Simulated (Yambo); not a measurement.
G0W0@PBEsol for Rb$_{2}$NaAlF$_{6}$ (space group Fm-3m, No. 225) in Yambo. Reference settings: 2×2×2 Γ-centred k mesh, bands 2 to 286 and a 8 Ry block in the screening, 286 bands in G with the Bruneval-Gonze terminator, plasmon pole fitted at 27.2 eV. The PBEsol gap Γ → Γ on this mesh is 6.65 eV; G0W0 gaps are taken between the same points.

```tsv
change from the reference	G0W0 gap Γ → Γ (eV)	shift of the valence edge (eV)
reference settings	10.67	-2.66
no terminator	10.56	-2.46
73 bands in W, 73 bands in G	11.24	-2.60
wavefunctions cut at 20 Ry	10.56	-2.42
1×1×1 mesh	10.50	-2.56
73 bands in W, 73 bands in G, 3 Ry block	11.66	-3.11
160 bands in W, 160 bands in G, 6 Ry block	10.75	-2.64
110 bands in W, 110 bands in G, 2 Ry block	___	-3.47
```

Question: Estimate the withheld gaps from the other rows; the computed values follow.

Answer: 
- 110 bands in W, 110 bands in G, 2 Ry block, G0W0 gap Γ → Γ (eV): 11.63

The reference isn't shown to be the converged limit.

Geometry of the Materials Project entry, not relaxed at this level; primitive cell a = b = c = 5.975 Å, α = β = γ = 60.00°.

The structure is a Materials Project entry; no match was found in the copy of COD used, and its stability was not checked.

A shift is the quasiparticle energy of the state minus its PBEsol energy.
